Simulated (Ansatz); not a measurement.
RuW (L1₀ or tetragonal B2, P4/mmm) under volume change, the program Ansatz at the r²SCAN level (PAW), shape and atoms relaxed at each volume.

```
V (Å³/atom)  E − E(relaxed) (meV/atom)  P (GPa)
-----------  -------------------------  -------
13.412                           143.6    37.72
13.854                            60.2    23.08
14.296                            14.2    10.59
14.738                             0.0     0.00
15.180                            12.7    -8.98
15.623                               ?        ?
16.065                               ?        ?
```

**Question.** Complete the blanks.

**Answer.** 
- 15.623, E − E(relaxed) (meV/atom): 48.3
- 15.623, P (GPa): -16.61
- 16.065, E − E(relaxed) (meV/atom): 103.3
- 16.065, P (GPa): -23.08

**Question.** What does a third-order Birch–Murnaghan fit give for V₀, B₀ and B′?

**Answer.** V₀ = 14.74 Å³/atom, B₀ = 324 GPa, B′ = 4.4.

The cell is a constructed one: a structure type filled with these elements; neither database checked (COD, Materials Project) lists it. Whether it is the stable phase at ambient conditions was not checked. Symmetry was held in the r²SCAN relaxation; whether a distortion lowers the energy is not shown. No spin polarisation was allowed. Spin–orbit coupling is left out wherever it is not named.

Potentials: the earlier of the program's two PAW sets.
